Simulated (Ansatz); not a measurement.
BiRhS:
```
CELL_PARAMETERS angstrom
      6.18264     0.00000     0.00000
      0.00000     6.18264     0.00000
      0.00000     0.00000     6.18264
ATOMIC_POSITIONS crystal
  Bi 0.12774 0.62774 0.87226
  Bi 0.37226 0.37226 0.37226
  Bi 0.62774 0.87226 0.12774
  Bi 0.87226 0.12774 0.62774
  Rh 0.47951 0.97951 0.52049
  Rh 0.02049 0.02049 0.02049
  Rh 0.97951 0.52049 0.47951
  Rh 0.52049 0.47951 0.97951
  S  0.88151 0.38151 0.11849
  S  0.61849 0.61849 0.61849
  S  0.38151 0.11849 0.88151
  S  0.11849 0.88151 0.38151
```

Relaxed with r²SCAN. 

### Question
HSE06 on this cell (Ansatz, a first-principles code, PAW) gives a gap of 0.93 eV. What does r²SCAN give?

### Answer
0.59 eV.

Cost on shared cores: the r²SCAN run (SCF on a 5×5×5 mesh, then bands and DOS) roughly 11 core-minutes, the HSE06 run (SCF on 3×3×3, then a few points) very roughly 11 core-minutes; the tasks are unlike.

Space group P2_13. The workflow started from a Materials Project entry (that database holds measured and hypothetical structures alike); the Crystallography Open Database copy checked does not list it. Whether it is the stable phase at ambient conditions was not checked. Symmetry was held in the r²SCAN relaxation; its stability against distortions is not shown here. No spin polarisation was allowed. Scalar-relativistic: spin–orbit coupling is off unless named, which matters more the heavier the elements.

Potentials: the later of the program's two PAW sets.

Ansatz is a plane-wave DFT program.
